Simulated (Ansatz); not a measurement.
CuPt:
```cif
data_CuPt
_chemical_formula_sum 'Cu1 Pt1'
_space_group_name_H-M_alt 'P 1'
_space_group_IT_number 1
_cell_length_a 4.46795
_cell_length_b 4.46795
_cell_length_c 4.46795
_cell_angle_alpha 34.952
_cell_angle_beta 34.952
_cell_angle_gamma 34.952
loop_
_space_group_symop_operation_xyz
  'x, y, z'
loop_
_atom_site_label
_atom_site_type_symbol
_atom_site_fract_x
_atom_site_fract_y
_atom_site_fract_z
_atom_site_occupancy
Cu1 Cu 0.00000 0.00000 0.00000 1
Pt1 Pt 0.50000 0.50000 0.50000 1
```

This is the LDA-relaxed structure.

**Question.** All from LDA (plane waves, PAW; program Ansatz), unless another level is named. Estimate the bulk modulus (Birch–Murnaghan fit).

**Answer.** 2480 kbar.

**Question.** Predict the highest zone-centre frequency.

**Answer.** 255 cm⁻¹.

Space group R-3m. The first step of the workflow began from a Materials Project structure, measured or hypothetical; the Crystallography Open Database copy checked does not list it. With Cu and Pt taken as one species the cell has the higher symmetry Fm-3m, so it may be an ordered model of a mixed-site phase. Whether it is the stable phase at ambient conditions was not checked. The cell was relaxed with LDA under the symmetry of its start; of distortions, only those at the zone centre were tested. The run is not spin-polarised. As this level gives no gap, phonon frequencies hold no LO–TO term and depend on the k-mesh and smearing (Fermi–Dirac, 0.1 eV here). Scalar-relativistic: spin–orbit coupling is off unless named, which matters more the heavier the elements.

Potentials: the later of the program's two PAW sets.
